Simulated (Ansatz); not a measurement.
# Mg2C3: enthalpy against pressure

Mg2C3, C2/m, a = 4.797 Å, b = 4.655 Å, c = 4.978 Å, β = 104.0°. The structure is a COD entry; whether it is the stable form wasn't checked. Ansatz: PBEsol, PAW, 420 eV, Γ-centred 8×8×6 mesh on 5 atoms, Gaussian smearing 0.02 eV; no spin polarisation. Cell and atoms are relaxed at each pressure, and no other structure is tried, so the rows at high pressure may lie past a change of phase. y is the enthalpy over the state at zero pressure; there V0 = 10.785 Å³/atom. The pressures are the targets, met within 0.04 GPa.

```tsv
P (GPa)	y (eV/atom)
-3.0	-0.2048
0.0	0.0000
3.0	0.1993
8.0	0.5212
15.0	0.9537
30.0	?
60.0	3.4102
```

Q: Fit y = c1 P + c2 P² + c3 P³ to the other rows, say what c1 and c2 mean, and predict the missing value.

A: Least squares on the rows shown. y = 0.067278 P − 0.00027180 P² + 1.6297×10⁻⁶ P³. Since dH/dP = V, c1 is V0: 0.067278 eV/GPa × 160.2 = 10.778 Å³ against 10.785; c2 = −V0/(2B0) gives B0 = 124 GPa, where a Birch–Murnaghan fit to the volumes of the same runs (not shown) gives 111 GPa: a cubic over this range folds the higher terms into c2. Above P = −c2/(3 c3) = 56 GPa the cubic's slope, the volume, would rise with pressure, so the form fails there. At P = 30.0 the fit asked for gives 1.8177 eV/atom. The run gave 1.8251 eV/atom, so the fit is 0.0074 eV/atom too low, 0.2 % of the span of the series, against an rms of 0.0003 eV/atom on the fitted rows. With a term in P⁴ added, a fit to the same known rows predicts 1.8296 eV/atom, a smaller miss on the other side.

The mesh isn't the same in all rows (8×8×6, 10×10×6).